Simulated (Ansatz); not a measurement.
**VBrO (Pmmn): electronic heat capacity from the density of states**

The calculation used DFT PBEsol, scalar-relativistic, plane waves, PAW (Ansatz).

Plane waves to 420 eV, a k mesh through Γ of 10×10×4 on the computed 6-atom cell and Gaussian smearing (0.10 eV); collinear spin from starting moments 1.62 1.62 0 0 0 0 μB.

Relaxed cell: Pmmn, a = 3.364 Å, b = 3.835 Å, c = 8.374 Å, α = 90.00°, β = 90.00°, γ = 90.00°, 6 atoms in the primitive cell. Whether it is the stable form of this composition wasn't checked.

The density of states at the Fermi level is 4.626 states/eV in the cell of 6 atoms (2 formula units; both spins, tetrahedra on a 15×15×6 mesh). The run ends with a moment of 4.00 μB a cell (largest on a site 1.47 μB), and the figure is for this state; a paramagnetic sample can have a quite different one. Another magnetic order, if the compound takes it, can change N(E_F) and the shape of the cell a good deal, and may open a gap, where γ is close to zero.

Q: What Sommerfeld coefficient does this give?

A: Per formula unit N(E_F) = 2.313 states/eV. γ = (π²/3) k_B² N(E_F) N_A = 2.357 mJ/(mol K²) per state/eV, so γ = 5.5 mJ/(mol K²), a mole of formula units. This is the bare band result: a measured γ of the same phase and magnetic order is as a rule larger by a factor 1 + λ from phonons and spin fluctuations. N(E_F) at one energy is sensitive to the mesh where the density of states has sharp peaks.

Moments started parallel, and an antiferromagnetic order may lie lower. The cell holds layers, and where no dispersion correction was added their binding is poorly described.

Only this magnetic start was tried.

Cost: 1 run of about 4.4 core-minutes, on Arm Neoverse V1 (shared hosts).